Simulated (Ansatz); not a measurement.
Given:

Pt:
```xyz
1
Lattice="2.6037 0.0000 0.0000 0.0000 2.6037 0.0000 0.0000 0.0000 2.6037" Properties=species:S:1:pos:R:3 pbc="T T T"
Pt     0.0000     0.0000     0.0000
```

This is the r²SCAN-relaxed structure.

Problem. All from r²SCAN in the plane-wave PAW code Ansatz, unless another level is named. Give the bulk modulus (Birch–Murnaghan fit).

Solution. 204 GPa.

Problem. Give the elastic constants (relaxed ions, GPa).

Solution. C11 = 475, C12 = 70.2, C44 = 10.7.

Space group Pm-3m (simple cubic). A made-up cell: these elements were put on the sites of a structure type; neither database checked (COD, Materials Project) lists it. It is not the phase usual at ambient conditions (space group No. 225). The cell was relaxed with r²SCAN under the symmetry of its start; its stability against distortions is not shown here. No spin polarisation was allowed. As this level gives no gap, shear constants depend on the k-mesh and smearing (Fermi–Dirac, 0.1 eV here). Scalar-relativistic: spin–orbit coupling is off unless named, which matters more the heavier the elements.

Potentials: the later of the program's two PAW sets.
